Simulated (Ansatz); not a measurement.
One stationary structure of CdS. Space group P6₃mc (No. 186), AFLOW prototype AB_hP8_186_ab_ab (B5, as in SiC). Computed with r2SCAN (plane waves to 500 eV, PAW, scalar-relativistic; Ansatz, an electronic-structure program).

```cif
data_Cd4S4
_chemical_formula_sum 'Cd4 S4'
_space_group_name_H-M_alt 'P 1'
_space_group_IT_number 1
_cell_length_a 4.15951
_cell_length_b 4.15951
_cell_length_c 13.55704
_cell_angle_alpha 90.000
_cell_angle_beta 90.000
_cell_angle_gamma 120.000
loop_
_space_group_symop_operation_xyz
  'x, y, z'
loop_
_atom_site_label
_atom_site_type_symbol
_atom_site_fract_x
_atom_site_fract_y
_atom_site_fract_z
_atom_site_occupancy
Cd1 Cd 0.00000 0.00000 0.00045 1
Cd2 Cd 0.00000 0.00000 0.50045 1
Cd3 Cd 0.66667 0.33333 0.75023 1
Cd4 Cd 0.33333 0.66667 0.25023 1
S1 S 0.00000 0.00000 0.81256 1
S2 S 0.00000 0.00000 0.31256 1
S3 S 0.66667 0.33333 0.56239 1
S4 S 0.33333 0.66667 0.06239 1
```

Question: Give the band gap at the level r2SCAN.

Answer: 1.59 eV, direct at Γ (no spin-orbit coupling).

No spin polarisation in the result.

The run could not lose the symmetry of its start.

The first start was generated by placing the elements on the sites of a structure type. A measured structure of CdS has the same space group, P6₃mc (No. 186); the sites were not compared with it.
